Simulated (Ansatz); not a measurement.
Ga:
```xyz
1
Lattice="2.7229 0.0000 0.0000 0.0000 2.7229 0.0000 0.0000 0.0000 2.7229" Properties=species:S:1:pos:R:3 pbc="T T T"
Ga     1.3615     1.3615     1.3615
```

Relaxed with PBE. Special points in fractions of this cell's reciprocal vectors: Γ (0.000, 0.000, 0.000); X (0.000, 0.500, 0.000); M (0.500, 0.500, 0.000); R (0.500, 0.500, 0.500).

### Question
List the band energies nearest the Fermi level at these points for plane-wave PAW PBE with spin–orbit coupling (Ansatz code).

### Answer
In eV from the Fermi level; about four levels below and three above (degenerate sets whole), none deeper than 8.9 eV; points with the same levels are listed once.

```csv
k,below,above
Γ,–,8.69 8.69 8.98 8.98 8.98 8.98
X,-6.21 -6.21 -4.08 -4.08,12.14 12.14 12.41 12.41
M,-0.74 -0.74 -0.61 -0.61,4.20 4.20 15.74 15.74
R,–,2.41 2.41 2.68 2.68 2.68 2.68
```

Space group Pm-3m. A made-up cell: these elements were put on the sites of a structure type; neither database checked (COD, Materials Project) lists it. It is not the phase usual at ambient conditions (space group No. 64). The cell was relaxed with PBE under the symmetry of its start. At this level the phase is mechanically unstable.

Potentials: the later of the program's two PAW sets.
